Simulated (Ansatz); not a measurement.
**Ba (bcc)**

Method: LDA, scalar-relativistic; no spin polarisation; PAW, 420 eV, Γ-centred 12×12×12 mesh, 0.05 eV Gaussian smearing; code Ansatz; PAW files: Ansatz's generated set soft_2.

```
CELL_PARAMETERS angstrom
-2.37586 2.37586 2.37586
2.37586 -2.37586 2.37586
2.37586 2.37586 -2.37586
ATOMIC_POSITIONS crystal
Ba 0.00000 0.00000 0.00000
```

Cell and atoms are those of this level's equilibrium.

```yaml
Space_group: Im-3m (No. 229)
Volume: 53.64 Å³/atom
Band_gap: zero (metallic)
Density_of_states_at_the_Fermi_level: 1.2 states/(eV·atom)
```

**The experiment.** The Crystallography Open Database holds a measured cell of cubic Ba (space group Im-3m) at 5 K (1963): a = 5.000 Å, 62.50 Å³/atom.

**Comparison.** The computed cell (4.752 Å, 53.64 Å³/atom) differs from the database's by −14.2 % in volume, about −5.0 % in length. LDA overbinds and usually gives cells that are too small.

For elements this heavy, spin–orbit coupling would shift levels and gaps; it isn't included here.
